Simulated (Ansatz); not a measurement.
YSi (rock salt, Fm-3m) under volume change, plane-wave PAW PBE (Ansatz code), scaled uniformly.

```json
[
 {"V (Å³/atom)": "22.369", "E − E(relaxed) (meV/atom)": "47.5", "P (GPa)": "7.39"},
 {"V (Å³/atom)": "23.106", "E − E(relaxed) (meV/atom)": "20.1", "P (GPa)": "4.58"},
 {"V (Å³/atom)": "23.843", "E − E(relaxed) (meV/atom)": "4.8", "P (GPa)": "2.14"},
 {"V (Å³/atom)": "24.581", "E − E(relaxed) (meV/atom)": "0.0", "P (GPa)": "0.00"},
 {"V (Å³/atom)": "25.318", "E − E(relaxed) (meV/atom)": "4.4", "P (GPa)": "-1.87"},
 {"V (Å³/atom)": "26.056", "E − E(relaxed) (meV/atom)": "16.8", "P (GPa)": "-3.49"},
 {"V (Å³/atom)": "26.793", "E − E(relaxed) (meV/atom)": "36.2", "P (GPa)": "-4.89"}
]
```

Problem. What does a third-order Birch–Murnaghan fit give for V₀, B₀ and B′?

Solution. V₀ = 24.58 Å³/atom, B₀ = 66.3 GPa, B′ = 3.6.

A made-up cell: these elements were put on the sites of a structure type; neither database checked (COD, Materials Project) lists it. Whether it is the stable phase at ambient conditions was not checked. The cell was relaxed with PBE under the symmetry of its start; whether a distortion lowers the energy is not shown. No spin polarisation was allowed.

Potentials: the later of the program's two PAW sets.
